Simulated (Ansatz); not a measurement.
Each is relaxed and computed with the program Ansatz at the r²SCAN level (PAW). Which is the only metal?
(A) La2Zn3Ge6, Cmcm (Pearson symbol oS44)
(B) MgZn2O3, P-3m1 (Mg on 1a, Zn on 2d, O on 2d, O on 1b)
(C) SiGe, wurtzite
(D) Ga2O3, Cmcm (Ga on 4c, Ga on 4a, O on 8f, O on 4c)

A, La2Zn3Ge6, Cmcm (Pearson symbol oS44). La2Zn3Ge6: metal; MgZn2O3: gap 2.62 eV (direct); Ga2O3: gap 2.31 eV; SiGe: gap 0.66 eV (indirect). Not the usual ambient phase: Ga2O3, Cmcm (Ga on 4c, Ga on 4a, O on 8f, O on 4c). Standing as an ambient phase not checked: La2Zn3Ge6, Cmcm (Pearson symbol oS44); MgZn2O3, P-3m1 (Mg on 1a, Zn on 2d, O on 2d, O on 1b); SiGe, wurtzite. Perhaps ordered models of mixed-site phases: MgZn2O3, P-3m1 (Mg on 1a, Zn on 2d, O on 2d, O on 1b). Unstable at this level: Ga2O3, Cmcm (Ga on 4c, Ga on 4a, O on 8f, O on 4c). All cells were relaxed under the symmetry of their starts (and spin orders); stability against distortions was not tested throughout. Spin–orbit coupling is left out wherever it is not named.

Potentials: the later of the program's two PAW sets.
